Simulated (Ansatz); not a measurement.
RuN2 in space group Pnnm (No. 58; Ru on 2a, N on 4g) at seven volumes, DFT-LDA in the program Ansatz with PAW potentials, shape and atoms relaxed at each. One row is withheld.

```
V (Å³/atom)  P (GPa)
-----------  -------
7.841          41.23
8.099              ?
8.358          11.37
8.616           0.00
8.875          -9.51
9.133         -17.43
9.391         -23.94
```

**Question.** Fit the shown pressures and predict the withheld one.

**Answer.** Third-order Birch–Murnaghan: P = (3/2)B₀(x^(7/2) − x^(5/2))[1 + (3/4)(B′ − 4)(x − 1)] with x = (V₀/V)^(2/3). Least squares on the six rows gives V₀ = 8.616 Å³/atom, B₀ = 345.3 GPa, B′ = 5.01. At V = 8.099, x = 1.0421 and P = 24.96 GPa. The run itself gave 24.99 GPa.

The first step of the workflow began from a Materials Project structure, measured or hypothetical; the Crystallography Open Database copy checked does not list it. Whether it is the stable phase at ambient conditions was not checked. The LDA relaxation kept the symmetry of its start; its stability against distortions is not shown here. The run is not spin-polarised.

Potentials: the later of the program's two PAW sets.
